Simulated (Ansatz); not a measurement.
# Relaxation of Zn₇Se₈

Level of theory: DFT r2SCAN, scalar-relativistic, plane waves, PAW (Ansatz 0.2.0). (500 eV cutoff, 2×2×2 k-mesh, Gaussian smearing of 0.02 eV, no spin polarisation)

What was changed: Zn vacancy, charge -2, atoms relaxed.

In a supercell of 15 atoms the defect feels its periodic images.

Spin polarisation was left out.

Command:

```bash
ansatz run input.yaml --threads 8 --pin off --max-ram 20480MiB --backend cpu --events-out ev --progress --plain --runs-dir out
```

Input:

```yaml
crystal:
  lattice:
    - [0.0, 5.66488508, -5.66488508]
    - [5.66488508, 5.66488508, 0.0]
    - [5.66488508, 0.0, -5.66488508]
  atoms:
    - { symbol: Zn, position: [0.5, 0.0, 0.5] }
    - { symbol: Zn, position: [0.0, 0.0, 0.5] }
    - { symbol: Zn, position: [0.0, 0.5, 0.5] }
    - { symbol: Zn, position: [0.5, 0.0, 0.0] }
    - { symbol: Zn, position: [0.5, 0.5, 0.0] }
    - { symbol: Zn, position: [0.0, 0.0, 0.0] }
    - { symbol: Zn, position: [0.0, 0.5, 0.0] }
    - { symbol: Se, position: [0.375, 0.375, 0.375] }
    - { symbol: Se, position: [0.375, 0.875, 0.375] }
    - { symbol: Se, position: [0.875, 0.375, 0.375] }
    - { symbol: Se, position: [0.875, 0.875, 0.375] }
    - { symbol: Se, position: [0.375, 0.375, 0.875] }
    - { symbol: Se, position: [0.375, 0.875, 0.875] }
    - { symbol: Se, position: [0.875, 0.375, 0.875] }
    - { symbol: Se, position: [0.875, 0.875, 0.875] }
total_charge: -2
basis:
  ecutwfc: 500
  xc_grid: 3
kpoints:
  mp_grid: { grid: [2, 2, 2], shift: [0.0, 0.0, 0.0] }
hamiltonian:
  xc: r2scan
scf:
  occupations: { method: gaussian, width: 0.02 }
output:
  forces: true
  stress: false
  eigenvalues: true
  write_density: true
  write_potential: true
  elf: true
  volumetric_format: npy
relax:
  adjacent_minimum: "off"
  f_tol: 0.02
  max_steps: 60
```

F is the free energy.

Steps:

| step | F − F(1) (eV) | largest force component (eV/Å) |
| --- | --- | --- |
| 1 | 0.0000 | 0.999 |
| 2 | -0.4554 | 0.325 |
| 3 | -0.5262 | 0.188 |
| 4 | -0.5485 | 0.004 |
| 5 | -0.5485 | 0.004 |

Relaxed structure:

```yaml
crystal:
  lattice:
    - [0.00000, 5.66489, -5.66489]
    - [5.66489, 5.66489, 0.00000]
    - [5.66489, 0.00000, -5.66489]
  atoms:
    - { symbol: Zn, position: [0.48679, 0.01321, 0.48679] }
    - { symbol: Zn, position: [0.01321, 0.01321, 0.48679] }
    - { symbol: Zn, position: [0.01321, 0.48679, 0.48679] }
    - { symbol: Zn, position: [0.48679, 0.01321, 0.01321] }
    - { symbol: Zn, position: [0.48679, 0.48679, 0.01321] }
    - { symbol: Zn, position: [0.00000, 0.00000, 0.00000] }
    - { symbol: Zn, position: [0.01321, 0.48679, 0.01321] }
    - { symbol: Se, position: [0.38081, 0.38081, 0.38081] }
    - { symbol: Se, position: [0.38081, 0.85757, 0.38081] }
    - { symbol: Se, position: [0.85757, 0.38081, 0.38081] }
    - { symbol: Se, position: [0.87415, 0.87415, 0.37755] }
    - { symbol: Se, position: [0.38081, 0.38081, 0.85757] }
    - { symbol: Se, position: [0.37755, 0.87415, 0.87415] }
    - { symbol: Se, position: [0.87415, 0.37755, 0.87415] }
    - { symbol: Se, position: [0.87415, 0.87415, 0.87415] }
```

Symmetry: F-43m, No. 216, cubic system. The conventional cell has a = 11.330 Å, b = 11.330 Å, c = 11.330 Å, α = 90.00°, β = 90.00°, γ = 90.00°. Around Zn (site symmetry 2mm) lie 4 Se at 2.42 to 2.54 Å. Zn (site symmetry -43m) has 4 Se at 2.47 Å as nearest neighbours. Around Se (site symmetry 3m) lie 3 Zn at 2.42 Å. Around Se (site symmetry 3m) lie 4 Zn at 2.47 to 2.54 Å.

The run converged. Time: 7.1 s on 8 threads of AMD EPYC 9R45 96-Core Processor (Zen 5) (shared host), peak memory 1.6 GiB.